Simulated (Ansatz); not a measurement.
Consider the following.

SiGe in space group R-3m (No. 166; Ge on 3a, Si on 3b), a = 2.8755 Å, b = 2.8755 Å, c = 14.1538 Å, α = 90.00°, β = 90.00°, γ = 120.00°; the cell used has 2 atoms.

This is the r²SCAN-relaxed structure.

**Question.** All from r²SCAN in the plane-wave PAW code Ansatz, unless another level is named. Estimate the formation energy from the elements (no fitted shifts).

**Answer.** 0.75 eV/atom.

**Question.** What about the density of states at the Fermi level?

**Answer.** 0.42 states/eV per atom (mean over ±0.08 eV).

**Question.** And the gap with spin–orbit coupling?

**Answer.** none (metallic).

The start of the workflow was typed in or built on a structure type; neither database checked (COD, Materials Project) lists it. Its standing as an ambient phase is unchecked. The cell was relaxed with r²SCAN under the symmetry of its start; whether a distortion lowers the energy is not shown. Its formation energy is positive at this level, so the cell may be metastable or incomplete. The references are the lowest solids computed at this level, not always the standard phases. Spin–orbit coupling is left out wherever it is not named.

Potentials: the earlier of the program's two PAW sets.
